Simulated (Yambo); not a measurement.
# Mg$_{2}$OsH$_{6}$: sweep of GW parameters

G0W0@LDA for Mg$_{2}$OsH$_{6}$ (space group Fm-3m, No. 225) in Yambo. Reference settings: 4×4×4 Γ-centred k mesh, bands 13 to 172 and a 10 Ry block in the screening, 172 bands in G with the Bruneval-Gonze terminator, plasmon pole fitted at 27.2 eV. The LDA gap W → X on this mesh is 3.23 eV; G0W0 gaps are taken between the same points.

| change from the reference | G0W0 gap W → X (eV) | shift of the valence edge (eV) | rough Yambo cost |
|---|---|---|---|
| reference settings | 4.52 | -0.36 | 1 |
| 65 bands in W, 65 bands in G | 4.50 | -0.11 | about 1/3 |
| 109 bands in W, 109 bands in G | 4.51 | -0.28 | within a factor of two |
| 65 bands in G | 4.52 | -0.34 | – |
| 109 bands in G | 4.52 | -0.36 | – |
| 1 Ry block | 4.49 | 0.04 | within a factor of two |
| 8 Ry block | 4.50 | -0.34 | within a factor of two |
| no random integration | 4.47 | -0.16 | – |
| 109 bands in G, no terminator | 4.50 | -0.10 | – |

The reference isn't shown to be the converged limit. Costs are rough (shared machines), scaled to the same edge states, and given only for runs that recompute the screening.

Without spin-orbit coupling, band edges of such heavy elements can be off by tenths of an eV.

Geometry of the Materials Project entry, not relaxed at this level; primitive cell a = b = c = 4.692 Å, α = β = γ = 60.00°.

The structure is a Materials Project entry; no match was found in the copy of COD used, and its stability was not checked.

A shift is the quasiparticle energy of the state minus its LDA energy.
